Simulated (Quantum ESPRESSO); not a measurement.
## Calculated data, Ta₃TiRu₂Au₂ (simulated cell), Ta₃ZnInSn₃ (simulated cell)

All values are calculated (Quantum ESPRESSO 7.5). Calculation on a made-up metal alloy cell, not a measurement: no spin or spin-orbit, unrelaxed, 2900 K smearing, stress positive in tension, cell energy less fitted offsets; periodic Kohn-Sham density functional theory in plane waves with PseudoDojo standard norm-conserving scalar-relativistic pseudopotentials, each functional with its own files (v0.5 for PBE, v0.4.1 for LDA and PBEsol), eight atoms on drawn sites of a strained close-packed or body-centred lattice, each displaced and held fixed; the energy is the cell's free energy, ions and the entropy term -TS included, at the stated Fermi-Dirac width, less a fixed offset for each atom's element (shifted free energy); compositions with an open d shell lost a parallel starting moment in a cheaper test run, and other magnetic orders were not tried; an error bar is the largest change of its kind in a tighter rerun, never given below 0.002 eV, 0.02 GPa or 0.003 eV/angstrom, and covers cutoff and k-mesh only, not smearing or the files.

Settings shared by all entries: functional pbe; fermi dirac smearing 0.25 eV; electrons removed 0; run command mpirun -np 4 pw.x -nk 4 -in in; k mesh 5 x 5 x 5 shifted half a step off Gamma on each axis.

Notes on all entries: heavy elements are run without spin-orbit coupling, which real alloys of them have; a spin test at this wide smearing found no moment, but such smearing suppresses magnetism that the real alloy may have; lattice, volume and sites are drawn at random and may be unstable or far from any real phase; energies are for the whole cell, less offsets fitted to these runs, so they are not formation energies.

(1) 
```xyz
8
Lattice="2.9064 0.0000 4.7388 2.9064 0.0000 -4.7388 -2.9064 5.0340 0.0000" Properties=species:S:1:pos:R:3 formula=Ta3TiRu2Au2 lattice_type=hexagonal_close-packed cutoff=1143 run_processor=Intel_Xeon,2023_or_later,virtual_cores
Ta     0.0299    -0.0421     0.0701
Au    -1.5770     2.5521    -0.0551
Ta     2.8880     1.5552    -2.4442
Ta     1.4718     4.1663    -2.5143
Ti     2.9617    -0.0137    -0.0416
Ru     1.4505     2.5519    -0.0495
Ru     2.9750     1.6715     2.2961
Au     1.5137     4.1590     2.3801
```

Units: cutoff in eV.

Atoms:
| atoms element | atom site | atom energy offset (eV) |
| --- | --- | --- |
| Ta | 1 | -1771.44 |
| Au | 2 | -4032.82 |
| Ta | 3 | -1771.44 |
| Ta | 4 | -1771.44 |
| Ti | 5 | -1615.4 |
| Ru | 6 | -2750.51 |
| Ru | 7 | -2750.51 |
| Au | 8 | -4032.82 |

Notes: error bars: energy 0.0027 eV, stress 0.02 GPa, force 0.0032 eV/Å, from a tighter rerun of a related cell, whose elements or sites may differ; 18 SCF iterations, 429 s of wall time on a shared machine.

(2) 
```xyz
8
Lattice="2.9064 0.0000 4.7388 2.9064 0.0000 -4.7388 -2.9064 5.0340 0.0000" Properties=species:S:1:pos:R:3 formula=Ta3TiRu2Au2 lattice_type=hexagonal_close-packed cutoff=1143 run_processor=Intel_Xeon,2023_or_later,virtual_cores
Ru     0.0299    -0.0421     0.0701
Ta    -1.5770     2.5521    -0.0551
Ti     2.8880     1.5552    -2.4442
Ta     1.4718     4.1663    -2.5143
Ta     2.9617    -0.0137    -0.0416
Au     1.4505     2.5519    -0.0495
Ru     2.9750     1.6715     2.2961
Au     1.5137     4.1590     2.3801
```

Units: cutoff in eV.

Atoms:
| atoms element | atom site | atom energy offset (eV) |
| --- | --- | --- |
| Ru | 1 | -2750.51 |
| Ta | 2 | -1771.44 |
| Ti | 3 | -1615.4 |
| Ta | 4 | -1771.44 |
| Ta | 5 | -1771.44 |
| Au | 6 | -4032.82 |
| Ru | 7 | -2750.51 |
| Au | 8 | -4032.82 |

Notes: error bars: energy 0.0027 eV, stress 0.02 GPa, force 0.0032 eV/Å, from a tighter rerun of a related cell, whose elements or sites may differ; 17 SCF iterations, 402 s of wall time on a shared machine.

(3) 
```xyz
8
Lattice="0.0304 4.2580 4.2106 4.2966 0.0313 4.2097 4.3345 4.2950 -0.0067" Properties=species:S:1:pos:R:3 formula=Ta3ZnInSn3 lattice_type=face-centred_cubic cutoff=1197 run_processor=Intel_Xeon,older,virtual_cores
Sn     0.1701     0.0111    -0.0411
Zn     2.1197     2.1065    -0.0358
In     2.1221    -0.0995     2.1538
Ta     4.0786     2.1440     2.1354
Sn     0.1345     2.2003     2.0655
Sn     2.2338     4.2048     2.1350
Ta     2.2244     2.1408     4.2599
Ta     4.2416     4.5783     4.2472
```

Units: cutoff in eV.

Atoms:
| atoms element | atom site | atom energy offset (eV) |
| --- | --- | --- |
| Sn | 1 | -2144.16 |
| Zn | 2 | -5688.29 |
| In | 3 | -1808.02 |
| Ta | 4 | -1771.44 |
| Sn | 5 | -2144.16 |
| Sn | 6 | -2144.16 |
| Ta | 7 | -1771.44 |
| Ta | 8 | -1771.44 |

Notes: the tin pseudopotential is less sure than most, with forces differing by about three percent from a second method on plain tin; error bars: energy 0.0036 eV, stress 0.079 GPa, force 0.0077 eV/Å, from a tighter rerun of a related cell, whose elements or sites may differ; 12 SCF iterations, 546 s of wall time on a shared machine.

## Withheld values
1. What stress xz does the calculation give for Ta₃TiRu₂Au₂ (simulated cell) (entry 1)?
2. Estimate the stress xx of Ta₃TiRu₂Au₂ (simulated cell) (entry 2).
3. What entropy term negative ts does the calculation give for Ta₃ZnInSn₃ (simulated cell) (entry 3)?
4. Ta₃ZnInSn₃ (simulated cell) (entry 3): pressure?
5. Estimate the stress yy of Ta₃ZnInSn₃ (simulated cell) (entry 3).
6. Give the table of forces values for Ta₃ZnInSn₃ (simulated cell) (entry 3).

Calculated values
1. -0.84 GPa
2. 6.6 GPa
3. -1.071 eV
4. 8.24 GPa
5. -8.08 GPa
6. 
Forces:
| site | x (eV/Å) | y (eV/Å) | z (eV/Å) |
| --- | --- | --- | --- |
| 1 | -0.975 | 0.165 | 0.765 |
| 2 | 0.023 | 0.475 | -0.212 |
| 3 | -0.311 | 0.182 | 0.719 |
| 4 | 1.722 | -0.002 | -0.101 |
| 5 | -0.572 | -0.549 | -0.35 |
| 6 | -0.119 | 1.452 | -1.164 |
| 7 | -0.494 | -0.538 | 0.022 |
| 8 | 0.726 | -1.185 | 0.321 |

Further results for Ta₃TiRu₂Au₂ (simulated cell) (entry 1):

* entropy term negative ts: -1.72 eV
* pressure: -5.47 GPa
* stress xx: 6.68 GPa
* stress yy: 6.86 GPa
* stress zz: 2.88 GPa
* stress yz: -1.05 GPa
* stress xy: 0.46 GPa
* shifted free energy: -0.578 eV

Forces:
| site | x (eV/Å) | y (eV/Å) | z (eV/Å) |
| --- | --- | --- | --- |
| 1 | -0.374 | 0.618 | -2.256 |
| 2 | 1.044 | -1.069 | -0.233 |
| 3 | 0.599 | 1.369 | 0.258 |
| 4 | 0.582 | 0.321 | 1.566 |
| 5 | -0.143 | 0.023 | 0.584 |
| 6 | -0.466 | -0.427 | 0.003 |
| 7 | -0.451 | -0.461 | 0.429 |
| 8 | -0.792 | -0.374 | -0.352 |

Further results for Ta₃TiRu₂Au₂ (simulated cell) (entry 2):

- entropy term negative ts: -1.663 eV
- pressure: -5.79 GPa
- stress yy: 6.57 GPa
- stress zz: 4.2 GPa
- stress yz: 1.27 GPa
- stress xz: -0.44 GPa
- stress xy: 0.33 GPa
- shifted free energy: -0.991 eV

Forces:
| site | x (eV/Å) | y (eV/Å) | z (eV/Å) |
| --- | --- | --- | --- |
| 1 | -0.148 | 0.699 | -0.822 |
| 2 | 0.85 | -0.751 | -0.56 |
| 3 | 0.227 | 0.383 | -0.68 |
| 4 | 0.26 | 0.301 | 1.327 |
| 5 | 0.188 | 0.312 | 0.638 |
| 6 | -0.448 | -0.753 | -0.228 |
| 7 | -0.325 | -0.355 | 0.294 |
| 8 | -0.605 | 0.165 | 0.033 |

Further results for Ta₃ZnInSn₃ (simulated cell) (entry 3):

- stress xx: -8.08 GPa
- stress zz: -8.56 GPa
- stress yz: -3.54 GPa
- stress xz: 1.19 GPa
- stress xy: 0.96 GPa
- shifted free energy: 0.792 eV
